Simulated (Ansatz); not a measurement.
Sn (simple hexagonal, P6/mmm) at seven volumes, PBEsol (plane waves, PAW; program Ansatz), shape and atoms relaxed at each. One row is withheld.

```csv
V (Å³/atom),P (GPa)
24.458,6.49
25.264,3.90
26.070,1.71
26.877,-0.09
27.683,-1.57
28.489,-2.84
29.295,?
```

Question: Fit the shown pressures and predict the withheld one.

Answer: Third-order Birch–Murnaghan: P = (3/2)B₀(x^(7/2) − x^(5/2))[1 + (3/4)(B′ − 4)(x − 1)] with x = (V₀/V)^(2/3). Least squares on the six rows gives V₀ = 26.836 Å³/atom, B₀ = 55.21 GPa, B′ = 5.10. At V = 29.295, x = 0.9432 and P = -3.87 GPa. The run itself gave -3.92 GPa.

The start of the workflow was typed in or built on a structure type; neither database checked (COD, Materials Project) lists it. It is not the phase usual at ambient conditions (space group No. 141). Symmetry was held in the PBEsol relaxation; whether a distortion lowers the energy is not shown. Scalar-relativistic: spin–orbit coupling is off unless named, which matters more the heavier the elements.

Potentials: the later of the program's two PAW sets.
